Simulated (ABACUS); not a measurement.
Band structure of Mo (Im-3m, 1 atom in the cell; from Materials Project mp-129).

```xyz
1
Lattice="-1.5838 1.5838 1.5838 1.5838 -1.5838 1.5838 1.5838 1.5838 -1.5838" Properties=species:S:1:pos:R:3 pbc="T T T"
Mo     0.0000     0.0000     0.0000
```

Computed with LDA (PW92), PseudoDojo 0.4 standard norm-conserving LDA (tails mended) pseudopotentials (plane waves; ABACUS).

Settings: KPT = Gamma 10 10 10 0 0 0; basis_type = pw; dft_functional = PWLDA; ecutwfc = 80 Ry; smearing_method = mv; smearing_sigma = 0.00734986 Ry; potentials = PseudoDojo 0.4 standard norm-conserving LDA (tails mended); symmetry = 1; nbands = 13; ks_solver = dav; scf_nmax = 100; scf_thr = 1.0e-09 Ry; mixing_type = broyden.

The structure comes from a collection of computed structures, made at another level of theory; the collection holds predicted forms beside known ones. No clean gap shows at this smearing width and mesh (spacing up to 0.28 Å⁻¹); the mesh is coarse for partly filled bands, so the values carry mesh errors.

Points are given in units of this cell's reciprocal vectors. Levels in eV from the Fermi level, bands 4 to 11:
```tsv
point	4	5	6	7	8	9	10	11
Γ (0 0 0)	-34.59	-7.32	-1.45	-1.45	-1.45	1.49	1.49	14.81
H (0.5 -0.5 0.5)	-35.52	-5.45	-5.45	3.81	3.81	3.81	8.82	8.82
N (0 0 0.5)	-34.60	-5.36	-3.44	1.47	1.52	2.12	4.56	11.22
P (0.25 0.25 0.25)	-35.27	-2.69	-2.69	-2.69	2.24	2.24	9.18	11.32
```

3 bands cross the Fermi level along this path, so the cell has no gap at this level.

“Tails mended”: in these copies of the files the far tail of each local potential was reset to the Coulomb form.
